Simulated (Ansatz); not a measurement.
Here is the system:

Ti₃As:
```cif
data_As8Ti24
_chemical_formula_sum 'Ti24 As8'
_space_group_name_H-M_alt 'P 1'
_space_group_IT_number 1
_cell_length_a 10.13316
_cell_length_b 10.13316
_cell_length_c 5.09365
_cell_angle_alpha 90.000
_cell_angle_beta 90.000
_cell_angle_gamma 90.000
loop_
_space_group_symop_operation_xyz
  'x, y, z'
loop_
_atom_site_label
_atom_site_type_symbol
_atom_site_fract_x
_atom_site_fract_y
_atom_site_fract_z
_atom_site_occupancy
Ti1 Ti 0.58173 0.89536 0.03643 1
Ti2 Ti 0.60464 0.08173 0.53643 1
Ti3 Ti 0.41827 0.10464 0.03643 1
Ti4 Ti 0.39536 0.91827 0.53643 1
Ti5 Ti 0.91827 0.60464 0.46357 1
Ti6 Ti 0.89536 0.41827 0.96357 1
Ti7 Ti 0.08173 0.39536 0.46357 1
Ti8 Ti 0.10464 0.58173 0.96357 1
Ti9 Ti 0.02765 0.85690 0.71292 1
Ti10 Ti 0.64310 0.52765 0.21292 1
Ti11 Ti 0.97235 0.14310 0.71292 1
Ti12 Ti 0.35690 0.47235 0.21292 1
Ti13 Ti 0.47235 0.64310 0.78708 1
Ti14 Ti 0.85690 0.97235 0.28708 1
Ti15 Ti 0.52765 0.35690 0.78708 1
Ti16 Ti 0.14310 0.02765 0.28708 1
Ti17 Ti 0.18252 0.28449 0.99406 1
Ti18 Ti 0.21551 0.68252 0.49406 1
Ti19 Ti 0.81748 0.71551 0.99406 1
Ti20 Ti 0.78449 0.31748 0.49406 1
Ti21 Ti 0.31748 0.21551 0.50594 1
Ti22 Ti 0.28449 0.81748 0.00594 1
Ti23 Ti 0.68252 0.78449 0.50594 1
Ti24 Ti 0.71551 0.18252 0.00594 1
As1 As 0.04081 0.79444 0.21116 1
As2 As 0.70556 0.54081 0.71116 1
As3 As 0.95919 0.20556 0.21116 1
As4 As 0.29444 0.45919 0.71116 1
As5 As 0.45919 0.70556 0.28884 1
As6 As 0.79444 0.95919 0.78884 1
As7 As 0.54081 0.29444 0.28884 1
As8 As 0.20556 0.04081 0.78884 1
```

This is the r²SCAN-relaxed structure.

### Question
All from r²SCAN (plane waves, PAW; program Ansatz), unless another level is named. Give the electronic character.

### Answer
metallic (no gap).

### Question
Predict the density of states at the Fermi level.

### Answer
0.59 states/eV per atom (mean over ±0.08 eV).

Space group P4_2/n. The first step of the workflow began from a Materials Project structure, measured or hypothetical; the Crystallography Open Database copy checked does not list it. Its standing as an ambient phase is unchecked. The cell was relaxed with r²SCAN under the symmetry of its start; its stability against distortions is not shown here. The run is not spin-polarised. Scalar-relativistic: spin–orbit coupling is off unless named, which matters more the heavier the elements.

Potentials: the later of the program's two PAW sets.
